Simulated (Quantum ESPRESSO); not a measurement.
Hf4Mo2GaMg, input and log of a self-consistent run

Computed values, not a measurement. The program is pw.x of Quantum ESPRESSO 7.5 (plane-wave density functional theory). The cell is made up: eight metal atoms on a face-centred cubic lattice, with elements, volume, strain and displacements drawn at random and not relaxed, so it may be unstable or far from any real phase. PseudoDojo standard norm-conserving files set the functional (PBE unless stated); there is no spin polarisation or spin-orbit coupling, the Fermi-Dirac width of 0.25 eV means electrons at about 2900 K, and the masses in the input are unused placeholders. Heavy elements are run without spin-orbit coupling, which real alloys of them have. A spin test at this wide smearing found no moment, but such smearing suppresses magnetism that the real alloy may have.

Input:

```
&control calculation='scf', pseudo_dir='./dojo.nc.sr.pbe.v0_5.standard.upf', outdir='./o', disk_io='minimal', tprnfor=.true., tstress=.true. /
&system ibrav=0, nat=8, ntyp=4, nbnd=66, ecutwfc=84.00895049, nosym=.true., tot_charge=0,
 occupations='smearing', smearing='fd', degauss=0.0183746611
/
&electrons conv_thr=1.470e-08, electron_maxstep=70, mixing_beta=0.5 /
ATOMIC_SPECIES
Ga 1.0 Ga.upf
Hf 1.0 Hf.upf
Mg 1.0 Mg.upf
Mo 1.0 Mo.upf
CELL_PARAMETERS angstrom
2.1075 4.2444 2.1333
-0.033 4.2381 -4.2209
-4.1968 4.2473 -0.0238
ATOMIC_POSITIONS angstrom
Hf 0.0103 -0.0678 -0.0387
Mo -2.0428 2.1549 -0.0614
Ga -0.0727 2.1257 -2.0754
Mo -2.0001 4.2637 -2.0438
Hf 0.0241 4.2444 -0.0976
Hf -2.0967 6.2419 0.0541
Mg 0.0644 6.3649 -2.135
Hf -2.1346 8.5249 -2.1425
K_POINTS automatic
5 5 5 1 1 1
```

The log is shortened where brackets say so; the opening notice, blank lines, dates and the lines on written files are dropped, and the path of the files is cut. It prints rydbergs, bohrs and kilobars, and counts compression as positive stress. Its total energy is the free energy E - TS of the whole cell.

```
     Program PWSCF v.7.5
     Parallel version (MPI & OpenMP), running on       4 processor cores
     Number of MPI processes:                 4
     Threads/MPI process:                     1
     [start-up lines left out]
     bravais-lattice index     =            0
     lattice parameter (alat)  =       9.8207  a.u.
     unit-cell volume          =    1014.9323 (a.u.)^3
     number of atoms/cell      =            8
     number of atomic types    =            4
     number of electrons       =        99.00
     number of Kohn-Sham states=           66
     kinetic-energy cutoff     =      84.0090  Ry
     charge density cutoff     =     336.0358  Ry
     scf convergence threshold =      1.5E-08
     mixing beta               =       0.5000
     number of iterations used =            8  plain     mixing
     Exchange-correlation= PBE
                           (   1   4   3   4   0   0   0)
     [axes and pseudopotential details left out]
   Cartesian axes
     site n.     atom                  positions (alat units)
         1        Hf     tau(   1) = (   0.0019820  -0.0130463  -0.0074468  )
         2        Mo     tau(   2) = (  -0.3930828   0.4146534  -0.0118148  )
         3        Ga     tau(   3) = (  -0.0139892   0.4090347  -0.3993558  )
         4        Mo     tau(   4) = (  -0.3848663   0.8204362  -0.3932752  )
         5        Hf     tau(   5) = (   0.0046374   0.8167224  -0.0187805  )
         6        Hf     tau(   6) = (  -0.4034544   1.2010884   0.0104101  )
         7        Mg     tau(   7) = (   0.0123921   1.2247565  -0.4108242  )
         8        Hf     tau(   8) = (  -0.4107472   1.6403913  -0.4122674  )
     number of k points=    63  Fermi-Dirac smearing, width (Ry)=  0.0184
                       cart. coord. in units 2pi/alat
        k(    1) = (   0.0001106   0.1224655  -0.0001587), wk =   0.0320000
        k(    2) = (  -0.1861805   0.1834547   0.0625356), wk =   0.0320000
     [further k points left out]
     Dense  grid:   105581 G-vectors     FFT dimensions: (  60,  72,  72)
     Estimated max dynamical RAM per process >     407.40 MB
     Estimated total dynamical RAM >       1.52 GB
     Initial potential from superposition of free atoms
     starting charge      98.9863, renormalised to      99.0000
     Starting wfcs are   74 randomized atomic wfcs
     total cpu time spent up to now is        7.4 secs
     per-process dynamical memory:   322.8 Mb
     Self-consistent Calculation
     iteration #  1     ecut=    84.01 Ry     beta= 0.50
     Davidson diagonalization with overlap
     ethr =  1.00E-02,  avg # of iterations =  2.6
     total cpu time spent up to now is       26.5 secs
     total energy              =   -1003.30098663 Ry
     estimated scf accuracy    <       1.53263953 Ry
     iteration #  2     ecut=    84.01 Ry     beta= 0.50
     Davidson diagonalization with overlap
     ethr =  1.55E-03,  avg # of iterations =  3.6
     total cpu time spent up to now is       46.0 secs
     total energy              =   -1002.72338887 Ry
     estimated scf accuracy    <      16.81408828 Ry
     iteration #  3     ecut=    84.01 Ry     beta= 0.50
     Davidson diagonalization with overlap
     ethr =  1.55E-03,  avg # of iterations =  2.1
     total cpu time spent up to now is       62.3 secs
     total energy              =   -1004.10490893 Ry
     estimated scf accuracy    <       0.11314349 Ry
     iteration #  4     ecut=    84.01 Ry     beta= 0.50
     Davidson diagonalization with overlap
     ethr =  1.14E-04,  avg # of iterations =  6.0
     total cpu time spent up to now is       82.3 secs
     total energy              =   -1004.11943432 Ry
     estimated scf accuracy    <       0.04510162 Ry
     iteration #  5     ecut=    84.01 Ry     beta= 0.50
     Davidson diagonalization with overlap
     ethr =  4.56E-05,  avg # of iterations =  2.1
     total cpu time spent up to now is       99.0 secs
     total energy              =   -1004.11415082 Ry
     estimated scf accuracy    <       0.11237233 Ry
     [iterations 6 to 10 left out]
     iteration # 11     ecut=    84.01 Ry     beta= 0.50
     Davidson diagonalization with overlap
     ethr =  1.54E-08,  avg # of iterations =  3.1
     total cpu time spent up to now is      194.9 secs
     total energy              =   -1004.12815542 Ry
     estimated scf accuracy    <       0.00000491 Ry
     iteration # 12     ecut=    84.01 Ry     beta= 0.50
     Davidson diagonalization with overlap
     ethr =  4.95E-09,  avg # of iterations =  2.2
     total cpu time spent up to now is      210.1 secs
     total energy              =   -1004.12815619 Ry
     estimated scf accuracy    <       0.00000046 Ry
     iteration # 13     ecut=    84.01 Ry     beta= 0.50
     Davidson diagonalization with overlap
     ethr =  4.68E-10,  avg # of iterations =  4.5
     total cpu time spent up to now is      226.8 secs
     total energy              =   -1004.12815622 Ry
     estimated scf accuracy    <       0.00000044 Ry
     iteration # 14     ecut=    84.01 Ry     beta= 0.50
     Davidson diagonalization with overlap
     ethr =  4.42E-10,  avg # of iterations =  2.0
     total cpu time spent up to now is      241.3 secs
     total energy              =   -1004.12815628 Ry
     estimated scf accuracy    <       0.00000022 Ry
     iteration # 15     ecut=    84.01 Ry     beta= 0.50
     Davidson diagonalization with overlap
     ethr =  2.21E-10,  avg # of iterations =  1.0
     total cpu time spent up to now is      254.4 secs
     End of self-consistent calculation
     [lines on levels left out]
!    total energy              =   -1004.12815629 Ry
     estimated scf accuracy    <          9.0E-09 Ry
     smearing contrib. (-TS)   =      -0.11341995 Ry
     internal energy E=F+TS    =   -1004.01473635 Ry
     The total energy is F=E-TS. E is the sum of the following terms:
     one-electron contribution =    -261.95877724 Ry
     hartree contribution      =     176.44443654 Ry
     xc contribution           =    -213.32464405 Ry
     ewald contribution        =    -705.17575160 Ry
     convergence has been achieved in  15 iterations
     Forces acting on atoms (cartesian axes, Ry/au):
     atom    1 type  2   force =    -0.00635927    0.01593359    0.00731062
     atom    2 type  4   force =    -0.00401270   -0.00533716    0.02019007
     atom    3 type  1   force =     0.02474678   -0.00861080   -0.00854378
     atom    4 type  4   force =    -0.02481381    0.00319507   -0.02582512
     atom    5 type  2   force =    -0.00543307   -0.02206556    0.01961079
     atom    6 type  2   force =     0.01321835    0.04696687   -0.06770323
     atom    7 type  3   force =    -0.04446720    0.01018929    0.01228069
     atom    8 type  2   force =     0.04712093   -0.04027130    0.04267997
     Total force =     0.136431     Total SCF correction =     0.000491
     Computing stress (Cartesian axis) and pressure
          total   stress  (Ry/bohr**3)                   (kbar)     P=       39.97
   0.00035749  -0.00001085  -0.00013862           52.59       -1.60      -20.39
  -0.00001085   0.00018735  -0.00007588           -1.60       27.56      -11.16
  -0.00013862  -0.00007588   0.00027023          -20.39      -11.16       39.75
     init_run     :      6.99s CPU      7.31s WALL (       1 calls)
     electrons    :    244.51s CPU    247.07s WALL (       1 calls)
     forces       :      2.51s CPU      2.53s WALL (       1 calls)
     stress       :      8.61s CPU      8.83s WALL (       1 calls)
     [timing details left out]
     PWSCF        :   4m22.75s CPU   4m25.89s WALL
     JOB DONE.
```

In other units: free energy -13661.860 eV for the cell, pressure 4.00 GPa, largest force component 1.741 eV/Å in size. The run took 268 s of wall time with four MPI processes on a shared machine (Intel Xeon, 2023 or later, virtual cores), so the time is rough. A rerun of this cell at a higher cutoff and on a denser mesh moved values by no more than 0.002 eV in energy, 0.02 GPa in stress and 0.003 eV/Å in force, and a second program with other atomic files agreed on that cell to 2 % rms in force and 0.5 GPa in pressure.